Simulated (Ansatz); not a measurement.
# Kick test of a cell of Li3LaTe

It was reached by relaxing an invented guess, and it needn't be the stable form of this composition.

Level of theory: DFT PBE, scalar-relativistic, plane waves, PAW in Ansatz 0.2.0. Plane waves to 420 eV, a k mesh through Γ of 10×10×6 on the computed 5-atom cell and Gaussian smearing (0.10 eV); no spin polarisation.

The cell below (5 atoms, space group P4mm (No. 99)) is relaxed within its symmetry.

```
CELL_PARAMETERS angstrom
4.35402 0.00000 0.00000
0.00000 4.35402 0.00000
0.00000 0.00000 6.39188
ATOMIC_POSITIONS crystal
Li 0.00000 0.50000 0.41312
Li 0.00000 0.00000 0.13196
Li 0.50000 0.00000 0.41312
La 0.50000 0.50000 0.90078
Te 0.00000 0.00000 0.70272
```

For the test a repeat of it with 10 atoms (edges 4.35, 4.35, 12.78 Å) was strained at random (σ = 1.5 % a component), the atoms were moved at random (σ = 0.15 Å), and all was relaxed again on a coarse 6×6×2 mesh (in the run’s order of axes) with 0.20 eV smearing, with no symmetry imposed.

Spin–orbit coupling, which can matter for Te, is left out.

Question: What happens?

Answer: It returns, within 1 meV/atom of the unmoved cell on that mesh and with the same symmetry when read at 0.1 Å (Pm at 0.01 Å, so small strains and shifts remain). So it is stable against the distortions that fit this cell and that this random move excites. Modes that don't fit the cell aren't tested.
